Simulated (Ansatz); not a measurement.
P (black-P type, space group Cmce)

```xyz
4
Lattice="1.6511 -5.3454 0.0000 1.6511 5.3454 0.0000 0.0000 0.0000 4.4666" Properties=species:S:1:pos:R:3 pbc="T T T"
P      1.6511     1.0594     2.6132
P      1.6511    -1.0594     1.8534
P      1.6511    -4.2861     4.0867
P      1.6511     4.2861     0.3799
```

E(V) scan at fixed shape, V₀ the volume above. The atoms relax within the cell's symmetry.

The numbers are results of r2SCAN+rVV10 (plane waves to 500 eV, PAW, scalar-relativistic; Ansatz, a first-principles code), not measurements. k mesh 10×10×8 (Γ-centred), Fermi-Dirac smearing 0.05 eV. E stands for the smeared free energy. Stress and pressure are positive under compression. With the shape held, the modulus is that of even scaling; a crystal free to change shape is softer. P was relaxed with its symmetry unable to fall. The PAW data are Ansatz's earlier set. ΔE is measured from the relaxed starting cell. The last digit holds for this mesh only.

| V (Å³/atom) | ΔE (meV/atom) |
|---|---|
| 18.528 | 10.9 |
| 18.824 | 6.0 |
| 19.119 | 2.6 |
| 19.415 | 0.6 |
| 19.711 | 0.0 |
| 20.006 | 0.6 |
| 20.302 | withheld |
| 20.598 | 5.2 |
| 20.893 | 9.0 |

Q: Fit a third-order Birch-Murnaghan form (E₀, V₀, B₀, B₀′ free) to the given rows and predict ΔE at V = 20.302.

A: Least squares on the 8 given rows: ΔE = E₀ + (9V₀B₀/16)·y²·[2 + (B₀′ − 4)y], y = (V₀/V)^(2/3) − 1, with V₀ = 19.711 Å³/atom, B₀ = 44.69 GPa (160.2 GPa = 1 eV/Å³; the term in eV is multiplied by 1000), B₀′ = 3.78, E₀ = -0.01 meV/atom; root-mean-square residual 0.02 meV/atom. At 20.302 the fit gives 2.3 meV/atom; the calculation gives 2.3 meV/atom, the same to the digits shown. For the pressure the fit gives -1.2 GPa against the computed -1.2 GPa.

(A scan under strain: stresses follow from slopes of the energy per volume, elastic moduli from its curvatures.)
